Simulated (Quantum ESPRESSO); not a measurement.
Simulation results for Sc2Nb4AlPd (simulated cell)

All values are calculated (Quantum ESPRESSO 7.5). Calculation on a made-up metal alloy cell, not a measurement: no spin or spin-orbit, unrelaxed, 2900 K smearing, stress positive in tension, cell energy less fitted offsets; periodic Kohn-Sham density functional theory in plane waves with PseudoDojo standard norm-conserving scalar-relativistic pseudopotentials, each functional with its own files (v0.5 for PBE, v0.4.1 for LDA and PBEsol), eight atoms on drawn sites of a strained close-packed or body-centred lattice, each displaced and held fixed; the energy is the cell's free energy, ions and the entropy term -TS included, at the stated Fermi-Dirac width, less a fixed offset for each atom's element (shifted free energy); compositions with an open d shell lost a parallel starting moment in a cheaper test run, and other magnetic orders were not tried; an error bar is the largest change of its kind in a tighter rerun, never given below 0.002 eV, 0.02 GPa or 0.003 eV/angstrom, and covers cutoff and k-mesh only, not smearing or the files.

Entry: Sc2Nb4AlPd (simulated cell)

```
Sc2Nb4AlPd
1.0
     -2.8957    -0.0108     0.0278
      0.0188     5.0176     0.0224
      1.5302    -2.5462    -9.4953
Nb Sc Al Nb Pd Nb Sc
1 1 1 1 1 2 1
Direct
  -0.00066 0.01223 0.01024
  0.12158 0.44119 0.25132
  0.23389 0.23974 0.50625
  0.35409 0.70566 0.73328
  0.47119 0.50186 -0.00419
  0.60517 0.94840 0.24459
  0.80934 0.75942 0.49459
  0.90904 0.19663 0.74801
```

Here we set lattice type hexagonal close-packed, functional pbe, cutoff 1116 eV, fermi dirac smearing 0.25 eV, electrons removed 0, run command pw.x -nk 1 -in in, run processor AMD EPYC, Zen 5, virtual cores and k mesh 8 x 5 x 3 shifted half a step off Gamma on each axis.

Atoms:
| atoms element | atom site | atom energy offset (eV) |
| --- | --- | --- |
| Nb | 1 | -1694.67 |
| Sc | 2 | -1317.21 |
| Al | 3 | -63.26 |
| Nb | 4 | -1694.67 |
| Pd | 5 | -3687.45 |
| Nb | 6 | -1694.67 |
| Nb | 7 | -1694.67 |
| Sc | 8 | -1317.21 |

Notes: a spin test at this wide smearing found no moment, but such smearing suppresses magnetism that the real alloy may have; lattice, volume and sites are drawn at random and may be unstable or far from any real phase; energies are for the whole cell, less offsets fitted to these runs, so they are not formation energies; error bars: energy 0.0029 eV, stress 0.029 GPa, force 0.0077 eV/Å, from a tighter rerun of a related cell, whose elements or sites may differ; 21 SCF iterations, 2182 s of wall time on a shared machine.

Q: Estimate the stress xz of Sc2Nb4AlPd (simulated cell).
A: 1.24 GPa

Q: Estimate the entropy term negative ts of Sc2Nb4AlPd (simulated cell).
A: -1.722 eV

Q: What stress yz does the calculation give for Sc2Nb4AlPd (simulated cell)?
A: 1.27 GPa

Further results for Sc2Nb4AlPd (simulated cell):

* pressure: 12.23 GPa
* stress xx: -8.32 GPa
* stress yy: -17 GPa
* stress zz: -11.37 GPa
* stress xy: 0.72 GPa
* shifted free energy: 0.492 eV

Forces:
| site | x (eV/Å) | y (eV/Å) | z (eV/Å) |
| --- | --- | --- | --- |
| 1 | 0.058 | -0.41 | 1.371 |
| 2 | -0.083 | 0.583 | 0.597 |
| 3 | -0.673 | 0.964 | 0.911 |
| 4 | -0.202 | -0.655 | -1.294 |
| 5 | -0.268 | -0.086 | 0.112 |
| 6 | 0.264 | -0.523 | -1.347 |
| 7 | 0.314 | -0.771 | 0.37 |
| 8 | 0.59 | 0.899 | -0.72 |
